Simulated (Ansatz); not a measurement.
Below is a relaxed structure of In₄SbAs₃. The cell was found from a structure generator's guess, not taken from experiment.

Method: Ansatz, DFT PBE, scalar-relativistic, plane waves, PAW. Cutoff 420 eV, Γ-centred mesh, Gaussian smearing, no spin polarisation.

```
In Sb As
1.0
     4.45647    0.00000    0.00000
     0.00000    4.45647    0.00000
     0.00000    0.00000   12.58951
In Sb As
4 1 3
Direct
  0.50000 0.00000 0.87962
  0.00000 0.50000 0.12038
  0.50000 0.00000 0.36192
  0.00000 0.50000 0.63808
  0.50000 0.50000 0.50000
  0.00000 0.00000 0.24111
  0.00000 0.00000 0.75889
  0.50000 0.50000 0.00000
```

The zero of energy is the elements' standard structures at the same level; no fitted shifts are applied.

(1) Find its symmetry and describe it.

(2) What is its formation energy per atom?

(3) Is it a metal?

Answers

(1) P-4m2 (No. 115), with Sb and As ordered on zinc blende sites. Conventional cell: a = 4.456 Å, c = 12.590 Å. In on its first site is surrounded by 4 As at 2.69–2.70 Å; In on its second site has 2 As at 2.70 Å and 2 Sb at 2.83 Å; around Sb lie 4 In at 2.83 Å; around As on a site of symmetry 2mm lie 4 In at 2.70 Å; 1 more site not described.

(2) −0.20 eV/atom. It lies below the elements, which doesn't yet make it stable against other compounds or structures.

(3) There is no gap on the 8×8×4 mesh, but valence and conduction bands meet within 0.015 eV, so at this level it has a zero gap rather than a metal's Fermi surface.

The last run used an 8×8×4 mesh (in the run's order of axes) for its 8-atom cell and Gaussian smearing of 0.10 eV. Spin–orbit coupling, which can matter for Sb, is left out. The zero gap may come from the functional, which often closes small gaps. The reference form of As is held partly by dispersion forces, which this level lacks. Symmetry constrained the relaxation, so the result can be a saddle point.
